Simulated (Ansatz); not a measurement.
Values for one crystal, relaxed and computed with LDA (plane waves, PAW; program Ansatz); other levels are named.

```yaml
volume_per_atom: 16.15 Å³
electronic_character: metallic (no gap)
Bulk modulus (Birch–Murnaghan fit): 64.1 GPa
zone_centre_stability: no imaginary mode at Γ
Pressure derivative B′: 6.9
Formation energy from the elements (no fitted shifts): -0.40 eV/atom
Density of states at the Fermi level: 0.31 states/eV per atom (mean over ±0.08 eV)
```

Task: Pick the material that matches.
A. Mg2Rh, MoSi2 or CaC2 type
B. MoRh, Pmma (Mo on 2e, Rh on 2f)
C. TaRh3, Cu3Au type
D. MgRh, CsCl type

Result: A, Mg2Rh, MoSi2 or CaC2 type

Space group I4/mmm (MoSi2 or CaC2 type). The first step of the workflow began from a Materials Project structure, measured or hypothetical; the Crystallography Open Database copy checked does not list it. Its standing as an ambient phase is unchecked. The cell was relaxed with LDA under the symmetry of its start. The run is not spin-polarised. The references are the lowest solids computed at this level, not always the standard phases. Scalar-relativistic: spin–orbit coupling is off unless named, which matters more the heavier the elements.

Potentials: the later of the program's two PAW sets.
